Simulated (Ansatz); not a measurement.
SiRu2 in space group P4/nmm (No. 129; Ru on 2a, Ru on 2c, Si on 2c) at seven volumes, plane-wave PAW r²SCAN (Ansatz code), shape and atoms relaxed at each. One row is withheld.

```csv
V (Å³/atom),P (GPa)
12.518,29.48
12.931,17.92
13.344,?
13.756,0.00
14.169,-6.85
14.582,-12.58
14.994,-17.39
```

Question: Fit the shown pressures and predict the withheld one.

Answer: P = (3/2)B₀(x^(7/2) − x^(5/2))[1 + (3/4)(B′ − 4)(x − 1)] with x = (V₀/V)^(2/3). Least squares on the six rows gives V₀ = 13.757 Å³/atom, B₀ = 249 GPa, B′ = 4.84. At V = 13.344, x = 1.0205 and P = 8.17 GPa. The run itself gave 8.19 GPa.

A made-up cell: these elements were put on the sites of a structure type; neither database checked (COD, Materials Project) lists it. Its standing as an ambient phase is unchecked. The r²SCAN relaxation kept the symmetry of its start; whether a distortion lowers the energy is not shown. The run is not spin-polarised.

Potentials: the earlier of the program's two PAW sets.
